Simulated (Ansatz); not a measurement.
AuSb₂ (space group Pa-3)

```
CELL_PARAMETERS angstrom
      6.67437     0.00000     0.00000
      0.00000     6.67437     0.00000
      0.00000     0.00000     6.67437
ATOMIC_POSITIONS crystal
  Sb 0.37503 0.12497 0.87503
  Sb 0.62497 0.87503 0.12497
  Sb 0.12497 0.87503 0.37503
  Sb 0.87503 0.12497 0.62497
  Sb 0.87503 0.37503 0.12497
  Sb 0.12497 0.62497 0.87503
  Sb 0.62497 0.62497 0.62497
  Sb 0.37503 0.37503 0.37503
  Au 0.00000 0.50000 0.50000
  Au 0.50000 0.50000 0.00000
  Au 0.50000 0.00000 0.50000
  Au 0.00000 0.00000 0.00000
```

The slice is a {100} plane (indices of the conventional cell) through the point (0.375, 0.125, 0.875) (fractional), spanned by u = [100] and v = [010] in vectors of this cell: u (6.67 Å) and v (6.67 Å, at 90° to u). It covers one period; positions are fractions (u, v).

Calculation: PBEsol (plane waves to 420 eV, PAW, scalar-relativistic; Ansatz, an electronic-structure program). k mesh 6×6×6. These are valence fields of a PAW run, semicore shells included where kept as valence: close to a nucleus they are smooth pseudo fields. AuSb2 was relaxed with its symmetry unable to fall. Spin-orbit coupling is left out, though Au and Sb are heavy.

Three fields on this plane, each scaled to ten steps between its own extremes (0 low, 9 high; the total valence density on a logarithmic scale, the potential cut 8 eV below its top; x marks points blanked near nuclei; v = 0 in the bottom row):

Map A
```
|xxx782013555xx5598xx|
|xxx88301355xxxx579xx|
|77896311355xxxx56887|
|788643223456xx654456|
|23332221235555565321|
|00011111123568999730|
|00012210002599878983|
|3223332100168xxxxx97|
|5445554200277xxxxx89|
|6555565300277xxxxx79|
|55xx555310287xxxxx89|
|5xxxx55310388xxxxx97|
|5xxxx553113698777886|
|56xx6543223468876544|
|65555532122233321235|
|99865321111110000379|
|78995200012210003898|
|xxx861001233322379xx|
|xxx772002455544598xx|
|xxx772003565555697xx|
```

Map B
```
|xxx048998740xx0330xx|
|xxx06899972xxxx240xx|
|00057899972xxxx26400|
|346788899850xx047764|
|88888889997522467888|
|99988889999864334688|
|99998889999850000058|
|9998888999960xxxxx06|
|7876778999840xxxxx04|
|6422367999830xxxxx03|
|30xx047899840xxxxx03|
|2xxxx27999860xxxxx04|
|2xxxx279998750000046|
|40xx0589988876434677|
|64225799988888888887|
|33468999988889998864|
|00058999988899998500|
|xxx069999888899960xx|
|xxx048999877678740xx|
|xxx038999763224630xx|
```

Map C
```
|xxx852013579xx9779xx|
|xxx74211358xxxx877xx|
|98753211358xxxx86678|
|554332112469xx975444|
|22222211124688764322|
|00112211012467776421|
|00122210001357998642|
|2223332100147xxxxx64|
|4455543100148xxxxx85|
|6788764200259xxxxx97|
|79xx975310258xxxxx97|
|8xxxx85311247xxxxx77|
|8xxxx853112357898766|
|79xx9642112334554445|
|67886421112222222234|
|77764210112211001246|
|99753100012221002468|
|xxx741001233322246xx|
|xxx841001345554458xx|
|xxx952002467887679xx|
```

Assign the maps to these fields: electron localisation function (ELF); valence electron density; electrostatic potential energy of an electron, from the cell's mean.

A is the electron localisation function (ELF); B is the electrostatic potential energy of an electron, from the cell's mean; C is the valence electron density.
